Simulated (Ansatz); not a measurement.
Profile along the N–Zr line in ZrN (rock salt)

ZrN (rock salt)

Space group Fm-3m (No. 225); a = b = c = 4.595 Å, α = β = γ = 90.00°

```tsv
atom	site	symmetry	x	y	z
N	4a	m-3m	0.0000	0.0000	0.0000
Zr	4b	m-3m	0.5000	0.5000	0.5000
```
(The calculation used a cell of 2 atoms; values per cell refer to that cell.)

Fields along a shortest N–Zr line of a {100} plane (2.30 Å), from N to Zr, interpolated on the slice's grid (step about 0.1 Å). All values below come from PBE (plane waves to 420 eV, PAW, scalar-relativistic; Ansatz, a quantum-chemistry and plane-wave program). k mesh 17×17×17. Near the nuclei the fields are pseudised (PAW); where an atom keeps semicore shells as valence, they peak there. ZrN is run without spin polarisation. ZrN was relaxed with its symmetry unable to fall.

| distance from N (Å) | valence electron density (e/Å³) | electron localisation function |
|---|---|---|
| 0.00 | 3.51 | x |
| 0.23 | 3.55 | x |
| 0.46 | 2.53 | x |
| 0.69 | 1.20 | 0.81 |
| 0.92 | 0.59 | 0.54 |
| 1.15 | 0.45 | 0.16 |
| 1.38 | 0.87 | 0.38 |
| 1.61 | 2.32 | 0.77 |
| 1.84 | 3.97 | x |
| 2.07 | 3.63 | x |
| 2.30 | 2.64 | x |

x: too close to a nucleus for the ELF to mean much.

Density on the N–Zr line (2.30 Å) at its density minimum, 1.1 Å from N: 0.45 e/Å³. ELF at that point: 0.2.
